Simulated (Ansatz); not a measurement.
Relaxed-ion elastic tensor of AlZnNO in space group P3m1 (No. 156; Al on 1b, Zn on 1c, O on 1b, N on 1c) in GPa (Voigt order), PBEsol in the plane-wave PAW code Ansatz; density 4.63 g/cm³, 10.98 Å³ per atom.

```
 283   122   106  -1.7   0.0   0.0
 122   283   106   1.7   0.0   0.0
 106   106   333   0.0   0.0   0.0
-1.7   1.7   0.0  66.1   0.0   0.0
 0.0   0.0   0.0   0.0  66.1  -1.7
 0.0   0.0   0.0   0.0  -1.7  80.5
```

Q: Is the crystal mechanically stable?

A: Yes: the smallest eigenvalue of C is 65.9 GPa.

Q: Work out the Voigt, Reuss and Hill averages.

A: K_V = 174, K_R = 174, K_H = 174; G_V = 80.2, G_R = 77.6, G_H = 78.9 GPa.

Q: Give Young's modulus, Poisson's ratio, Pugh's ratio and the universal anisotropy index.

A: E = 9KG/(3K + G) = 206 GPa; ν = 0.30; K/G = 2.21 (ductile by the Pugh limit of 1.75); A_U = 5G_V/G_R + K_V/K_R − 6 = 0.17.

Q: Estimate the sound speeds and the Debye temperature.

A: v_l = √((K + 4G/3)/ρ) = 7770 m/s, v_t = √(G/ρ) = 4130 m/s, mean 4610 m/s; Θ = (h/k)(3n/4πV)^(1/3) v_m = 618 K.

Q: Solve the Christoffel equation for the three sound speeds along x, y, z.

A: Eigenvalues of C_ijkl n_j n_l equal ρv² (piezoelectric stiffening left out). In km/s, slowest first: x 3.77, 4.18, 7.82; y 3.78, 4.17, 7.82; z 3.78, 3.78, 8.48.

Q: How much does each axis shrink under pressure?

A: Linear compressibilities β_i = Σ_j S_ij (j = 1 to 3): x 2.0, y 2.0, z 1.7 per TPa.

The start of the workflow was typed in or built on a structure type; neither database checked (COD, Materials Project) lists it. Its standing as an ambient phase is unchecked. The cell was relaxed with PBEsol under the symmetry of its start; whether a distortion lowers the energy is not shown.

Potentials: the earlier of the program's two PAW sets. The files were generated under PBE; for other functionals the program regenerates the frozen cores, and for LDA and PBEsol the local potential too.
